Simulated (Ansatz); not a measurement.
Starting cell, HfO2 (fluorite):

```yaml
crystal:
  lattice:
    - [0.00000, 5.09760, 5.09760]
    - [2.54880, 0.00000, 2.54880]
    - [2.54880, 2.54880, 0.00000]
  atoms:
    - { symbol: Hf, position: [0.00000, 0.00000, 0.00000] }
    - { symbol: Hf, position: [0.50000, 0.00000, 0.00000] }
    - { symbol: O, position: [0.12500, 0.25000, 0.25000] }
    - { symbol: O, position: [0.62500, 0.25000, 0.25000] }
    - { symbol: O, position: [0.37500, 0.75000, 0.75000] }
    - { symbol: O, position: [0.87500, 0.75000, 0.75000] }
```

The atoms are displaced by Q × the pattern below (from a DFPT mode at L = (0.5, 0.0, 0.0), largest move 1; Q in Å), at fixed cell. It is one choice among 2 degenerate patterns. (q is in reciprocal vectors of the primitive cell; the cell shown is doubled to hold the pattern.)

```tsv
atom	x	y	z
Hf1	0.005	-0.009	0.014
Hf2	-0.005	0.009	-0.014
O3	-0.285	0.520	-0.805
O4	0.285	-0.520	0.805
O5	0.285	-0.520	0.805
O6	-0.285	0.520	-0.805
```

Method: PBE (plane waves to 420 eV, PAW, scalar-relativistic; Ansatz, an electronic-structure program). k mesh 11×11×11 (Γ-centred), Fermi-Dirac smearing 0.05 eV. The energy includes the smearing's −TS. HfO2 is run without spin polarisation. HfO2 was relaxed with its symmetry unable to fall. Spin-orbit coupling is left out, though Hf is heavy. This is a high-temperature form of HfO2. ΔE is measured from the undisplaced structure.

| Q (Å) | ΔE (meV/cell) |
|---|---|
| -0.180 | 602 |
| -0.150 | withheld |
| -0.120 | 261 |
| -0.090 | 146 |
| -0.060 | 64 |
| -0.030 | 16 |
| 0.000 | 0 |
| 0.030 | 16 |
| 0.060 | 64 |
| 0.090 | 146 |
| 0.120 | 261 |
| 0.150 | withheld |
| 0.180 | 602 |

Question: Fit an even polynomial form (powers 2, 4) to the given rows and predict ΔE at Q = 0.150.

Answer: Least squares on the 11 given rows: ΔE = (17780)·Q² + (24710)·Q⁴, in meV/cell with Q in Å; root-mean-square residual 0.2 meV/cell. At 0.150 the fit gives 413 meV/cell; the calculation gives 413 meV/cell, the same to the digits shown. The quadratic term alone would give 400 meV/cell.

(A displaced cell: forces are minus the slopes of the energy, force constants its curvatures, and phonons follow from these.)
